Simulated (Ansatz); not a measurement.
BP (zinc blende, F-43m), DFT-PBE in the program Ansatz with PAW potentials: ε∞ = 9.16, cell volume 23.52 Å³. Infrared-active transverse modes:

```tsv
ω_TO (cm⁻¹)	oscillator strength S_xx (e²/amu)
799.6	0.03018
```

Task: Compute the static dielectric constant.

Result: Each mode adds (4.921e7/V) S/ω²: 0.10. So ε0 = 9.26.

Task: What LO frequency does the Lyddane–Sachs–Teller relation give?

Result: ω_LO = ω_TO √(ε0/ε∞) = 804 cm⁻¹.

The cell was relaxed with PBE under the symmetry of its start; phonons on a q-mesh show no instability. The volume moved by 18 % from the start of the relaxation.

Potentials: the later of the program's two PAW sets.
